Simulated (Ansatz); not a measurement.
All numbers below come from DFT PBE, scalar-relativistic, plane waves, PAW in Ansatz 0.2.0. All cells share a 420 eV cutoff and Γ-centred k meshes spaced at most about 0.3 Å⁻¹ (about 0.25 or finer for metals, 2π included). No spin polarisation in the final relaxations.

Each of these unrelaxed guesses is relaxed in cell and atoms within its symmetry. A guess keeps its type if space group and coordination stay and the shape of the cell changes little (axis ratios within about 15 %, angles within 6°); the volume may change.

1. Si2Sn

```cif
data_structure
_symmetry_space_group_name_H-M 'P4/mmm'
_symmetry_Int_Tables_number 123
_cell_length_a 3.6546
_cell_length_b 3.6546
_cell_length_c 4.2154
_cell_angle_alpha 90.000
_cell_angle_beta 90.000
_cell_angle_gamma 90.000
_cell_volume 56.30
loop_
_atom_site_label
_atom_site_type_symbol
_atom_site_symmetry_multiplicity
_atom_site_Wyckoff_symbol
_atom_site_fract_x
_atom_site_fract_y
_atom_site_fract_z
_atom_site_occupancy
Si1 Si 1 c 0.50000 0.50000 0.00000 1
Si2 Si 1 d 0.50000 0.50000 0.50000 1
Sn1 Sn 1 b 0.00000 0.00000 0.50000 1
```

2. NaHfIr2

```cif
data_structure
_symmetry_space_group_name_H-M 'I4/mmm'
_symmetry_Int_Tables_number 139
_cell_length_a 4.6390
_cell_length_b 4.6390
_cell_length_c 4.7570
_cell_angle_alpha 90.000
_cell_angle_beta 90.000
_cell_angle_gamma 90.000
_cell_volume 102.37
loop_
_atom_site_label
_atom_site_type_symbol
_atom_site_symmetry_multiplicity
_atom_site_Wyckoff_symbol
_atom_site_fract_x
_atom_site_fract_y
_atom_site_fract_z
_atom_site_occupancy
Na1 Na 2 b 0.00000 0.00000 0.50000 1
Hf1 Hf 2 a 0.00000 0.00000 0.00000 1
Ir1 Ir 4 c 0.00000 0.50000 0.00000 1
```

3. BaCd3Sn2

```cif
data_structure
_symmetry_space_group_name_H-M 'P6/mmm'
_symmetry_Int_Tables_number 191
_cell_length_a 6.0716
_cell_length_b 6.0716
_cell_length_c 4.7860
_cell_angle_alpha 90.000
_cell_angle_beta 90.000
_cell_angle_gamma 120.000
_cell_volume 152.80
loop_
_atom_site_label
_atom_site_type_symbol
_atom_site_symmetry_multiplicity
_atom_site_Wyckoff_symbol
_atom_site_fract_x
_atom_site_fract_y
_atom_site_fract_z
_atom_site_occupancy
Ba1 Ba 1 a 0.00000 0.00000 0.00000 1
Cd1 Cd 3 g 0.50000 0.00000 0.50000 1
Sn1 Sn 2 c 0.33333 0.66667 0.00000 1
```

4. SbP

```cif
data_structure
_symmetry_space_group_name_H-M 'P3_121'
_symmetry_Int_Tables_number 152
_cell_length_a 5.2218
_cell_length_b 5.2218
_cell_length_c 7.7189
_cell_angle_alpha 90.000
_cell_angle_beta 90.000
_cell_angle_gamma 120.000
_cell_volume 182.28
loop_
_atom_site_label
_atom_site_type_symbol
_atom_site_symmetry_multiplicity
_atom_site_Wyckoff_symbol
_atom_site_fract_x
_atom_site_fract_y
_atom_site_fract_z
_atom_site_occupancy
Sb1 Sb 3 b 0.07832 0.00000 0.83333 1
P1 P 3 a 0.47309 0.00000 0.33333 1
```

Task: Which guesses survive the relaxation?

Result: Guesses 1, 2 and 3 keep their type.

```
guess  kept  start group  end group  V start (Å³/atom)  V end  b/a and c/a, end over start  nearest neighbours start  nearest neighbours end
    1   yes       P4/mmm     P4/mmm               18.8   23.9                   1.00, 1.06                Si 2, Sn 4              Si 2, Sn 4
    2   yes       I4/mmm     I4/mmm               12.8   18.8                   1.00, 0.97          Hf 6, Ir 6, Na 6        Hf 6, Ir 6, Na 6
    3   yes       P6/mmm     P6/mmm               25.5   29.7                   1.00, 0.94         Ba 18, Cd 8, Sn 6       Ba 18, Cd 8, Sn 6
    4    no       P3_121      Fm-3m               30.4   22.4                            -                 P 4, Sb 6               P 6, Sb 6
```

Neighbours count within 15 % of an atom's shortest distance; end groups are read at 0.02 Å (0.05 Å in metals).

These runs have no spin–orbit coupling, which can matter for Hf, Ir and Sb. Cells relaxed within their symmetry can be saddle points; a later kick test found a lower structure for Si2Sn P4/mmm and SbP Fm-3m.
